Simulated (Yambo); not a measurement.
## Convergence of the G0W0 gap of KBr

G0W0@LDA for KBr (rock salt, space group Fm-3m, No. 225) in Yambo. Reference settings: 4×4×4 Γ-centred k mesh, 125 bands and a 8 Ry block in the screening, 125 bands in G with the Bruneval-Gonze terminator, plasmon pole fitted at 27.2 eV. The LDA gap Γ → Γ on this mesh is 4.32 eV; G0W0 gaps are taken between the same points.

```tsv
change from the reference	G0W0 gap Γ → Γ (eV)	shift of the valence edge (eV)	rough Yambo cost
reference settings	7.13	-1.83	1
42 bands in W, 42 bands in G	7.06	-1.61	about 1/3
76 bands in W, 76 bands in G	7.10	-1.75	within a factor of two
42 bands in G	7.11	-1.79	–
76 bands in G	7.12	-1.82	–
53 bands in W	7.09	-1.70	within a factor of two
1 Ry block	6.66	-1.38	within a factor of two
3 Ry block	6.88	-1.62	within a factor of two
7 Ry block	7.12	-1.82	within a factor of two
pole fitted at 15 eV	7.11	-1.76	–
no random integration	7.03	-1.61	–
42 bands in G, no terminator	6.91	-1.36	–
76 bands in G, no terminator	7.04	-1.63	–
no terminator	7.11	-1.76	–
```

The reference isn't shown to be the converged limit. Costs are rough (shared machines), scaled to the same edge states, and given only for runs that recompute the screening.

Spin-orbit splittings are left out.

Geometry relaxed with LDA; primitive cell a = 4.5048 Å, b = 4.5048 Å, c = 4.5048 Å, α = 60.00°, β = 60.00°, γ = 60.00°.

A shift is the quasiparticle energy of the state minus its LDA energy.
